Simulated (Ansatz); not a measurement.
In:
```xyz
1
Lattice="-1.6104 1.6104 2.5259 1.6104 -1.6104 2.5259 1.6104 1.6104 -2.5259" Properties=species:S:1:pos:R:3 pbc="T T T"
In     0.0000     0.0000     0.0000
```

Relaxed with r²SCAN.

Which orbitals make up the states near the Fermi level in r²SCAN in the plane-wave PAW code Ansatz?

Within 0.5 eV of the Fermi level: In 5p 67 %, In 5s 30 %. Projections are on Löwdin-orthogonalised atomic valence shells; empty p or d shells of many metals are not among them.

Tabulate the density of states.

States/eV per cell of 1 atom, in 0.25 eV bins, energy from the Fermi level.

```csv
E (eV),total,In 5p,In 5s,In 4d
-7.85,0.21,0.11,0.09,0.00
-7.60,0.22,0.12,0.10,0.00
-7.35,0.23,0.13,0.10,0.00
-7.10,0.24,0.13,0.11,0.00
-6.85,0.25,0.14,0.11,0.00
-6.60,0.26,0.15,0.11,0.00
-6.35,0.27,0.15,0.12,0.00
-6.10,0.28,0.16,0.12,0.00
-5.85,0.29,0.16,0.13,0.00
-5.60,0.30,0.16,0.14,0.00
-5.35,0.32,0.16,0.15,0.00
-5.10,0.33,0.17,0.16,0.00
-4.85,0.34,0.17,0.17,0.00
-4.60,0.38,0.17,0.20,0.00
-4.35,0.39,0.16,0.22,0.00
-4.10,0.37,0.15,0.21,0.00
-3.85,0.35,0.14,0.20,0.00
-3.60,0.33,0.13,0.19,0.00
-3.35,0.35,0.15,0.19,0.00
-3.10,0.36,0.17,0.18,0.00
-2.85,0.36,0.18,0.17,0.00
-2.60,0.35,0.20,0.15,0.00
-2.35,0.35,0.22,0.13,0.00
-2.10,0.36,0.24,0.12,0.00
-1.85,0.37,0.25,0.11,0.00
-1.60,0.36,0.26,0.10,0.00
-1.35,0.39,0.29,0.09,0.00
-1.10,0.47,0.33,0.13,0.00
-0.85,0.50,0.36,0.14,0.00
-0.60,0.48,0.33,0.14,0.00
-0.35,0.45,0.31,0.13,0.00
-0.10,0.40,0.27,0.13,0.00
0.15,0.39,0.26,0.12,0.00
0.40,0.43,0.29,0.13,0.00
0.65,0.48,0.33,0.13,0.00
0.90,0.48,0.33,0.13,0.00
1.15,0.48,0.33,0.13,0.00
1.40,0.47,0.33,0.12,0.00
1.65,0.48,0.34,0.12,0.00
1.90,0.48,0.35,0.11,0.00
2.15,0.50,0.36,0.11,0.00
2.40,0.51,0.38,0.11,0.00
2.65,0.53,0.40,0.10,0.00
2.90,0.54,0.41,0.10,0.00
3.15,0.56,0.43,0.09,0.00
3.40,0.57,0.44,0.09,0.00
3.65,0.58,0.45,0.08,0.00
3.90,0.62,0.49,0.08,0.00
4.15,0.65,0.53,0.07,0.00
4.40,0.64,0.51,0.07,0.00
4.65,0.62,0.50,0.07,0.00
```

Space group I4/mmm (body-centred tetragonal). The cell was relaxed with r²SCAN under the symmetry of its start. Scalar-relativistic: spin–orbit coupling is off unless named, which matters more the heavier the elements.

Potentials: the later of the program's two PAW sets.
